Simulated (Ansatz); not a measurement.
Fields on a plane of Ni (hcp, Mg type)

```xyz
2
Lattice="2.4468 0.0000 0.0000 -1.2234 2.1190 0.0000 0.0000 0.0000 4.0174" Properties=species:S:1:pos:R:3 pbc="T T T"
Ni     0.0000     1.4127     1.0043
Ni     1.2234     0.7063     3.0130
```

The slice is a (1 -1 0 0) plane (indices of the conventional cell) through the point (0.333, 0.667, 0.250) (fractional), spanned by u = [110] and v = [001] in vectors of this cell: u (2.45 Å) and v (4.02 Å, at 90° to u). It covers one period; positions are fractions (u, v).

Atoms on it: Ni at (0.00, 0.00). Other atoms lie within 1 Å of the plane.

These are PBEsol (plane waves to 420 eV, PAW, scalar-relativistic; Ansatz, a program for electronic structure) values and carry that method's errors. k mesh 22×22×12. Near the nuclei the fields are pseudised (PAW); where an atom keeps semicore shells as valence, they peak there. Ni was relaxed with its symmetry unable to fall. Relaxed Ni ends ferromagnetic. This is one of several known forms of Ni; the measured ambient cells at hand have space group No. 225. The magnetic order is the one the run started from; other orders were not tried.

```
v \ u  0.00  0.13  0.27  0.40  0.53  0.67  0.80  0.93
-----  ----  ----  ----  ----  ----  ----  ----  ----
0.92      x     x  0.23  0.19  0.24  0.19  0.31     x
0.83   0.25  0.23  0.18  0.23  0.27  0.19  0.20  0.25
0.75   0.18  0.19  0.24  0.25  0.23  0.25  0.22  0.18
0.67   0.31  0.29  0.22  0.17  0.16  0.19  0.26  0.31
0.58   0.32  0.25  0.18  0.20  0.21  0.19  0.20  0.30
0.50   0.31  0.23  0.19  0.23  0.24  0.20  0.19  0.29
0.42   0.32  0.25  0.18  0.20  0.21  0.19  0.20  0.30
0.33   0.31  0.29  0.22  0.17  0.16  0.19  0.26  0.31
0.25   0.18  0.19  0.24  0.25  0.23  0.25  0.22  0.18
0.17   0.25  0.23  0.18  0.23  0.27  0.19  0.20  0.25
0.08      x     x  0.23  0.19  0.24  0.19  0.31     x
0.00      x     x  0.27  0.19  0.23  0.20     x     x
```

Values: electron localisation function (ELF). Points within 0.5 Å of a nucleus are blanked (x), as the pseudised field means little there.

```
|xxxxxx99441111555511114499xxxx|
|xxxxxx77330011555511003377xxxx|
|999966441100226666220011446699|
|443322110011446666441100112233|
|000000112244666666664422110000|
|001122335555554444555555332211|
|445566666644221111224466666655|
|888877663311000000001133667788|
|998877441100000000000011447788|
|998855221100111111110011225588|
|887744221111222222221111224477|
|887744221111223333221111224477|
|887744221111222222221111224477|
|998855221100111111110011225588|
|998877441100000000000011447788|
|888877663311000000001133667788|
|445566666644221111224466666655|
|001122335555554444555555332211|
|000000112244666666664422110000|
|443322110011446666441100112233|
|999966441100226666220011446699|
|xxxxxx77330011555511003377xxxx|
|xxxxxx99441111555511114499xxxx|
|xxxxxxxx5511115555111155xxxxxx|
```
Scale: ten equal steps from 0.16 (start of '0') to 0.36 (end of '9'), in the order '0123456789'. Values: ELF of the down spins. The map has 15 points along u (two characters each, u = 0 at the left) and 24 along v (v = 0 in the bottom row). Points within 0.5 Å of a nucleus are blanked (x), as the pseudised field means little there.

The density on the Ni–Ni line (2.45 Å) at its midpoint is 0.35 e/Å³ and the ELF at that point comes out as 0.2.
